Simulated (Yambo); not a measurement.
Yambo run on MgAl2C2 (space group P-3m1, No. 164). The wavefunctions are PBEsol (pw.x of Quantum ESPRESSO, ONCV potentials, no spin-orbit coupling) ones on a 6×6×4 mesh (12 occupied bands); a = b = 3.391 Å, c = 5.824 Å, α = β = 90.00°, γ = 120.00°.

Yambo input:

```
rim_cut
gw0
dyson
el_el_corr
HF_and_locXC
ppa
em1d
RandQpts= 1000000
RandGvec= 1 Ry
EXXRLvcs= 84 Ry
VXCRLvcs= 336 Ry
Chimod= "HARTREE"
% BndsRnXp
 5 | 50 |
%
NGsBlkXp= 8 Ry
% LongDrXp
 1.0 | 1.0 | 1.0 |
%
PPAPntXp= 27.2114 eV
% GbndRnge
 1 | 108 |
%
GTermKind= "BG"
DysSolver= "n"
ExtendOut
% QPkrange
 4 | 4 | 12 | 12 |
 11 | 11 | 12 | 13 |
%
```

k points by index: 4 = (0, 0.167, 0), 11 = (0, -0.5, 0.25).

Table of the .qp output:

```
#    K-point    Band    Eo [eV]    E [eV]    E-Eo [eV]    Vxc [eV]    Vnlxc [eV]    Sc|Eo [eV]    Sc|E [eV]    dSc/dw|Eo [eV]    Re(Z)    Im(Z)
#
    4    12    0.000000    -0.231628    -0.231628    -13.61215    -15.65172    1.742147    1.807940    -7.726299    0.778852    -0.001465
    11    12    -1.173176    -1.562665    -0.389489    -13.41786    -16.36657    2.445127    2.559228    -7.969255    0.773473    -0.001468
    11    13    1.770629    2.161768    0.391138    -9.992190    -6.055804    -3.451156    -3.545248    -6.544117    0.806130    -0.001345
```
(The two width columns are left out.) Convergence of these settings isn't established.

Geometry of the Materials Project entry, not relaxed at this level.

The structure is a Materials Project entry; no match was found in the copy of COD used, and its stability was not checked.
